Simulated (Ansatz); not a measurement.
Data:

Ag₂S:
```
Ag2S
1.0
    2.32180    -3.38233     0.00000
    2.32180     3.38233     0.00000
    0.00000     0.00000     6.97545
Ag S
4 2
Cartesian
  2.32180   0.00000   0.00000
  2.32180  -2.54944   1.74386
  2.32180   2.54944   5.23159
  2.32180   0.00000   3.48772
  2.32180  -1.61800   5.23159
  2.32180   1.61800   1.74386
```

This is the LDA-relaxed structure. x, y and z are the axes in which the lattice vectors are written.

All from the program Ansatz at the LDA level (PAW), unless another level is named. Predict the Young's modulus.

28.1 GPa.

Predict the elastic constants (relaxed ions, GPa).

C11 = 151, C22 = 75.6, C33 = 36.2, C12 = 79.2, C13 = 45.8, C23 = 31.9, C44 = 4.4, C55 = 9.5, C66 = 9.9.

Space group Cmcm. The first step of the workflow began from a Materials Project structure, measured or hypothetical; the Crystallography Open Database copy checked does not list it. COD files the formula under space group No. 4, 14, so this cell is another polymorph or a model. Its standing as an ambient phase is unchecked. Symmetry was held in the LDA relaxation; of distortions, only those at the zone centre were tested. The run is not spin-polarised.

Potentials: the later of the program's two PAW sets.
